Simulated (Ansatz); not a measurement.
Relaxed-ion elastic tensor of TaGe$_{2}$ in space group P6/mmm (No. 191; Ta on 1a, Ge on 2d) in GPa (Voigt order), r²SCAN (plane waves, PAW; program Ansatz); density 10.80 g/cm³, 16.71 Å³ per atom.

|  | 1 | 2 | 3 | 4 | 5 | 6 |
|---|---|---|---|---|---|---|
| 1 | 231 | 90.0 | 58.7 | 0.0 | 0.0 | 0.0 |
| 2 | 90.0 | 231 | 58.7 | 0.0 | 0.0 | 0.0 |
| 3 | 58.7 | 58.7 | 357 | 0.0 | 0.0 | 0.0 |
| 4 | 0.0 | 0.0 | 0.0 | -26.4 | 0.0 | 0.0 |
| 5 | 0.0 | 0.0 | 0.0 | 0.0 | -26.4 | 0.0 |
| 6 | 0.0 | 0.0 | 0.0 | 0.0 | 0.0 | 70.4 |

**Question.** Is the crystal mechanically stable?

**Answer.** No: the smallest eigenvalue of C is -26.4 GPa.

The cell is a constructed one: a structure type filled with these elements; neither database checked (COD, Materials Project) lists it. COD files the formula under space group No. 180, so this cell is another polymorph or a model. Its standing as an ambient phase is unchecked. Symmetry was held in the r²SCAN relaxation. At this level the phase is mechanically unstable. The run is not spin-polarised. As this level gives no gap, shear constants depend on the k-mesh and smearing (Fermi–Dirac, 0.1 eV here). On the denser mesh and wider smearing of the elastic run this cell carries a stress of 0.7 GPa. Scalar-relativistic: spin–orbit coupling is off unless named, which matters more the heavier the elements.

Potentials: the earlier of the program's two PAW sets.
